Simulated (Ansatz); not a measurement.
# Y: from a starting cell to a relaxed one

The start is a relaxed Y cell, doubled along one cell vector, shaken by Gaussian noise of σ = 0.08 Å a coordinate. Cell shape, volume and atoms are optimised at zero target pressure with r2SCAN (plane waves to 500 eV, PAW, scalar-relativistic; Ansatz, a program for electronic structure). First-step values are on the input's coarse k-mesh.

Ansatz input (later rounds restart from its end on a renewed k-mesh):
Ansatz 0.2 input:
```yaml
crystal:
  lattice:
    - [-4.0667254768, 4.0667254768, 4.0667254768]
    - [2.0333627384, -2.0333627384, 2.0333627384]
    - [2.0333627384, 2.0333627384, -2.0333627384]
  atoms:
    - { symbol: Y, position: [0.0082395245, -0.001569322, 0.0592448307] }
    - { symbol: Y, position: [0.4773703131, 0.0045062847, -0.0159480182] }
basis: { ecutwfc: 500, ecutrho_ratio: 4, xc_grid: 4, fft_grid_basis: typed }
kpoints: { mp_grid: { grid: [6, 11, 11] } }
hamiltonian:
  xc: r2scan
  dispersion: none
  pseudopotentials: { kind: paw }
scf: { occupations: { method: fermi_dirac, width: 0.05 } }
relax: { f_tol: 0.01, max_steps: 100, cell: { stress_tol: 0.02 } }
output: { forces: true, stress: true }
```

- Largest initial force = 0.48 eV/Å, on Y1, Y2 (atoms numbered as listed)
- Energy released = 0.11 eV/atom
- Volume change = -0.5 %, from 33.63 to 33.47 Å³/atom
- Shortest distances (start → end) = The closest pairs of elements (up to four, under 3.6 Å), start → end: Y–Y 3.38 → 3.56 Å
- Optimiser moves = 7

Final structure:

```cif
data_Y2
_chemical_formula_sum 'Y2'
_space_group_name_H-M_alt 'P63/mmc'
_space_group_IT_number 194
_space_group_name_Hall '-P 6c 2c'
_cell_length_a 3.68234
_cell_length_b 3.68234
_cell_length_c 5.69968
_cell_angle_alpha 90.000
_cell_angle_beta 90.000
_cell_angle_gamma 120.000
loop_
_atom_site_label
_atom_site_type_symbol
_atom_site_symmetry_multiplicity
_atom_site_Wyckoff_symbol
_atom_site_fract_x
_atom_site_fract_y
_atom_site_fract_z
_atom_site_occupancy
Y1 Y 2 d 0.66667 0.33333 0.25000 1
```

Final values are on a 15×15×8 k-mesh of the relaxed cell. No spin polarisation in the result.

The run could not lose the symmetry of its start.

Of the parent cell (Im-3m (No. 229)): This is a known allotrope of Y, reached from a generated start. Known forms of Y include space group No. 194.
